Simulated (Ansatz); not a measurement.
Y$_{3}$Si$_{5}$ in space group P-62m (No. 189; Y on 3f, Si on 2d, Si on 3g), the program Ansatz at the PBE level (PAW), all energies at zero smearing, with the estimated change up to a 700 eV cutoff added, with one set of potentials and settings (totals compare only within such a set). Cell of 8 atoms (3 Y, 5 Si): -14730.648 eV.

```
element                reference phase  E (eV/atom)
-------  -----------------------------  -----------
Y        P6_3/mmc, 2 atoms in the cell   -3848.6897
Si          Fd-3m, 2 atoms in the cell    -635.8114
```

Formation energy per atom, worked out: (-14730.648 − 3×(-3848.6897) − 5×(-635.8114))/8 = -0.690 eV/atom (-67 kJ per mol of atoms), at 0 K, without zero-point energy or fitted corrections.

The start of the workflow was typed in or built on a structure type; neither database checked (COD, Materials Project) lists it. Its standing as an ambient phase is unchecked. Symmetry was held in the PBE relaxation; its stability against distortions is not shown here. No spin polarisation was allowed. The references are the lowest solids computed at this level, not always the standard phases.

Potentials: the earlier of the program's two PAW sets.
